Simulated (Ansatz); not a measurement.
BeSe (zinc blende, space group No. 216), PBE (plane waves, PAW; program Ansatz). The conduction-band minimum lies at X, with 3 equivalent valleys. Second derivatives d²E/dk² of the lowest band at one valley (eV·Å²), along Cartesian directions:

| direction | d²E/dk² |
|---|---|
| [100] | 8.509 |
| [010] | 28.15 |
| [001] | 28.15 |
| [110] | 18.33 |
| [101] | 18.33 |
| [011] | 28.12 |

Q: Find the principal effective masses, the density-of-states mass and the conductivity mass.

A: Off-diagonal terms follow from H_xy = H[110] − (H_xx + H_yy)/2, and m*/mₑ = 7.620 eV·Å² over each eigenvalue: 0.27, 0.27, 0.90. One valley's DOS mass (m₁m₂m₃)^(1/3) = 0.40, conductivity mass 3/(Σ 1/mᵢ) = 0.35 mₑ.

Q: What effective density of states Nc follows at 300 K for parabolic valleys?

A: Nc = 2.509e19 × 3 × (0.40)^(3/2) ≈ 1.9e19 cm⁻³.

Space group F-43m (zinc blende). The PBE relaxation kept the symmetry of its start. Scalar-relativistic: spin–orbit coupling is off unless named, which matters more the heavier the elements.

Potentials: the later of the program's two PAW sets.

Edges and masses are those of Kohn–Sham bands, whose gap is no quasiparticle gap.
